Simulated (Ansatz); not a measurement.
A geometry of VBiO4 away from equilibrium: the start of the relaxation of a generated cell, VBiO4 placed in the scheelite structure type. Computed with r2SCAN (plane waves to 500 eV, PAW, scalar-relativistic; Ansatz, a quantum-chemistry and plane-wave program). Γ-centred k-mesh 5×5×5 on the run's cell (coarser than for final values), Fermi–Dirac smearing 0.05 eV.

```xyz
12
Lattice="-2.5542 2.5542 5.5420 2.5542 -2.5542 5.5420 2.5542 2.5542 -5.5420" Properties=species:S:1:pos:R:3 pbc="T T T"
Bi     0.0000     2.5542     2.7710
Bi     0.0000     0.0000     0.0000
V      2.5542     0.0000     2.7710
V      0.0000     0.0000     5.5420
O      3.3240    -1.2332     3.7198
O      1.7844     1.2332     3.7198
O      1.2332     0.7698     6.4908
O      1.3210     1.7844     0.9488
O     -0.7698     1.2332     4.5932
O      3.3240     1.3210    -0.9488
O      1.3210    -0.7698     1.8222
O      3.7874     0.7698     1.8222
```
Spin-polarised start, with parallel moments on V.

Problem. What forces act on the atoms (eV/Å)?

Solution. 
```json
[
 {"atom": "Bi1", "Fx": "0.00", "Fy": "0.00", "Fz": "0.00"},
 {"atom": "Bi2", "Fx": "0.00", "Fy": "0.00", "Fz": "0.00"},
 {"atom": "V3", "Fx": "0.00", "Fy": "0.00", "Fz": "0.00"},
 {"atom": "V4", "Fx": "0.00", "Fy": "0.00", "Fz": "0.00"},
 {"atom": "O5", "Fx": "-0.28", "Fy": "0.33", "Fz": "-0.59"},
 {"atom": "O6", "Fx": "0.28", "Fy": "-0.33", "Fz": "-0.59"},
 {"atom": "O7", "Fx": "-0.33", "Fy": "-0.28", "Fz": "-0.59"},
 {"atom": "O8", "Fx": "0.33", "Fy": "0.28", "Fz": "-0.59"},
 {"atom": "O9", "Fx": "0.28", "Fy": "-0.33", "Fz": "0.59"},
 {"atom": "O10", "Fx": "-0.28", "Fy": "0.33", "Fz": "0.59"},
 {"atom": "O11", "Fx": "0.33", "Fy": "0.28", "Fz": "0.59"},
 {"atom": "O12", "Fx": "-0.33", "Fy": "-0.28", "Fz": "0.59"}
]
```

Problem. What is the pressure?

Solution. +4.9 GPa, compression positive.

Problem. How far above the relaxed end point is this geometry?

Solution. 0.03 eV/atom; the path ends in I4₁/a (No. 88).

No spin polarisation in the result: the starting moments vanished. No Hubbard U is applied.

The run could not lose the symmetry of its start.

The first start was generated by placing the elements on the sites of a structure type. A measured structure of VBiO4 has the same space group, I4₁/a (No. 88); the sites were not compared with it.
